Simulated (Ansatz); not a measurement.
**GdRu₃ in the AuCu3-type structure**

Method: PBE+U (U_eff = 6 eV on Gd 4f), scalar-relativistic; collinear spin; PAW, 420 eV, Γ-centred 4×4×4 mesh, 0.05 eV Gaussian smearing; code Ansatz. The datasets are Ansatz's generated set soft_2.

```
Gd Ru
1.0
     4.06838    0.00000    0.00000
     0.00000    4.06838    0.00000
     0.00000    0.00000    4.06838
Gd Ru
1 3
Direct
  0.00000 0.00000 0.00000
  0.00000 0.50000 0.50000
  0.50000 0.50000 0.00000
  0.50000 0.00000 0.50000
```

The start was a prototype's sites filled with these elements, not a measured cell.

Starting moments: Gd 7.7 μB on each such atom, all parallel.

The open shells were started in several ways at this geometry:
- carried from the relaxation
- from atoms, symmetry kept, no search for lower states
- from atoms, default search
- from atoms, wider search

**Question.** Do they end in different states?

**Answer.** No. All 4 end within 0.5 meV/atom, with a gap of zero (metallic), spin moments Gd 7.02; Ru -0.55 μB and occupations Gd1 up: 1.00 1.00 1.00 1.00 1.00 1.00 1.00; Gd1 down: 0.01 0.01 0.01 0.01 0.01 0.01 0.01.

With a Hubbard U or exact exchange the result depends on the state in which the open shell ends, and a lower one can't be excluded. Spin–orbit coupling, which matters for such heavy elements, is left out. Site moments are of spin, integrated over atomic spheres. The k-mesh is coarse, so small energy differences aren't converged.
